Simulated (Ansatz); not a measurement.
The calculation used DFT, r2SCAN, plane waves (500 eV) with PAW, scalar-relativistic (Ansatz 0.2.0). The PAW files were generated under PBE, with cores re-solved for the functional.

An element in the omega (AlB2-type) structure gives this curve. The cell is scaled uniformly from the relaxed one, with fractional coordinates and shape fixed. Energies are extrapolated to zero smearing, pressures are those at the given smearing. Magnetic state: spin not included.

```csv
V (Å³/atom),E − E₀ (meV/atom),P (GPa)
23.550,61.8,7.14
24.621,24.9,4.15
25.691,5.7,1.83
26.762,0.0,0.03
27.832,4.9,-1.36
28.902,18.0,-2.44
29.973,37.3,-3.25
```

(1) Which element is it?
A. lutetium
B. zirconium
C. indium
D. tellurium

Answers

(1) C. Its fit is V₀ = 26.75 Å³/atom, B₀ = 39 GPa, B₀′ = 5.4.
